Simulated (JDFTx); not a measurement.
An input for JDFTx (a modified build) (SiHCl2 (SMILES Cl[SiH]Cl), charge 0, multiplicity 2; bohr, hartree):

```
lattice \
  16.0626720593 0.0000000000 0.0000000000 \
  0.0000000000 14.1729459347 0.0000000000 \
  0.0000000000 0.0000000000 10.8659252166
coords-type Cartesian
ion Cl -3.1299642002 -2.2077158024 -0.4555058793 0
ion Si -0.0004595890 -0.2761535424 0.5818717031 0
ion Cl 3.1299642002 -2.2058463881 -0.4556147135 0
ion H -0.0020129094 2.2077158024 -0.5818717031 0
ion-species pseudo/cl_pbe_v1.4.upf
ion-species pseudo/si_pbe_v1.upf
ion-species pseudo/h_pbe_v1.4.upf
elec-cutoff 20 100
elec-ex-corr gga-PBE
symmetries none
coulomb-interaction Isolated
coulomb-truncation-embed 0 0 0
elec-n-bands 10
spintype z-spin
elec-initial-magnetization 1 yes
electronic-scf nIterations 100 energyDiffThreshold 1e-8
dump-name s0.$VAR
dump End State Ecomponents EigStats BandEigs Forces ElecDensity IonicPositions
```

**Question.** What happens when this is run, and what should be changed?

**Answer.** It stops during set-up with
```
Atom 1 lies within the margin of 5 bohrs from the truncation boundary.
Expand unit cell, or if absolutely sure, reduce coulomb-truncation-ion-margin.
Failed.
```
The box is too small for the truncated Coulomb interaction: enlarge the cell, or lower coulomb-truncation-ion-margin if the density is known to be confined.
